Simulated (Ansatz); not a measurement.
LiF (rock salt), relaxed and computed with several functionals in Ansatz (plane waves, PAW). Much of their spread follows the volume that each gives.

```csv
functional,V (Å³/atom),B₀ by P(V) fit (GPa)
PBE,8.41,67.2
LDA,7.47,86.8
HSE06,8.06,?
r²SCAN,7.94,77.4
```

**Question.** Fit a straight line to ln B₀ against ln V and predict the withheld value.

**Answer.** Least squares on the 3 shown rows: ln B₀ = -2.16 × ln V + (8.813), with a scatter of 1 %. For HSE06 this gives 74.1. The run itself gave 73.5, within the scatter.

All cells were relaxed under the symmetry of their starts (and spin orders); stability against distortions was not tested throughout.

Potentials: the later of the program's two PAW sets.

Ansatz (an electronic-structure program) is a plane-wave DFT program.
